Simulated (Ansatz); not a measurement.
Density of states of BiMo

```cif
data_structure
_symmetry_space_group_name_H-M 'F-43m'
_symmetry_Int_Tables_number 216
_cell_length_a 6.3155
_cell_length_b 6.3155
_cell_length_c 6.3155
_cell_angle_alpha 90.000
_cell_angle_beta 90.000
_cell_angle_gamma 90.000
_cell_volume 251.90
loop_
_atom_site_label
_atom_site_type_symbol
_atom_site_symmetry_multiplicity
_atom_site_Wyckoff_symbol
_atom_site_fract_x
_atom_site_fract_y
_atom_site_fract_z
_atom_site_occupancy
Mo1 Mo 4 a 0.00000 0.00000 0.00000 1
Bi1 Bi 4 d 0.25000 0.25000 0.75000 1
```

The runs use the primitive cell with vectors (0.000, 3.158, 3.158), (3.158, 0.000, 3.158), (3.158, 3.158, 0.000) Å, to which the k mesh refers.

The cell was built from the zincblende type and relaxed in the same program, and has space group F-43m; it needn't be a known or the stable phase.

Spin polarisation is left out, and whether a magnetic state lies lower isn't shown here.

Spin–orbit coupling is left out, though it moves levels of the heavy atoms by tenths of an eV or more.

All numbers below come from DFT, PBE, all-electron LAPW, scalar-relativistic (Ansatz 0.2.0).

Numerical set-up: a Γ-centred 11×11×11 k mesh, Fermi–Dirac smearing of 0.08 eV, basis error target 0.5 meV/atom, no spin polarisation.

States per eV and cell, averaged over 0.6 eV, from -4.0 to 6.0 eV, with energies (bin centres) from the Fermi level; empty bins are left out. The partial columns, the largest 4 alone, are projections on Löwdin-orthogonalised atomic shells (those that the program's projection atoms carry: the occupied ones and, for some elements, an empty d or f shell; other empty shells have no column), summed over atoms of an element. Weights on diffuse s and p shells depend on that basis and aren't pure angular character.

```csv
E (eV),total,Mo 4d,Bi 6p,Mo 5s,Bi 6s
-3.8,0.21,0.06,0.12,0.03,0.00
-3.2,2.95,0.70,1.82,0.35,0.03
-2.6,1.43,0.56,0.75,0.09,0.00
-2.0,4.44,2.32,2.03,0.05,0.00
-1.4,0.97,0.36,0.58,0.00,0.00
-0.8,0.79,0.68,0.04,0.01,0.01
-0.2,5.88,5.66,0.09,0.04,0.01
0.4,2.03,1.56,0.22,0.12,0.05
1.0,1.59,1.07,0.31,0.03,0.08
1.6,1.77,1.00,0.56,0.03,0.07
2.2,1.88,0.90,0.73,0.04,0.07
2.8,1.48,0.58,0.65,0.07,0.06
3.4,0.74,0.26,0.35,0.03,0.02
4.0,0.38,0.11,0.18,0.03,0.01
4.6,0.64,0.08,0.18,0.19,0.04
5.2,1.50,0.09,0.19,0.38,0.07
5.8,1.04,0.04,0.06,0.17,0.03
```

Which of the resolved shells contributes most within 0.3 eV of the Fermi level?

Mo 4d, with 96 % of all states there; Bi 6p follows with 1 %.

Where is the centre of the filled Mo 4d states between -14 eV and the top of the filled states?

-1.23 eV from the Fermi level.
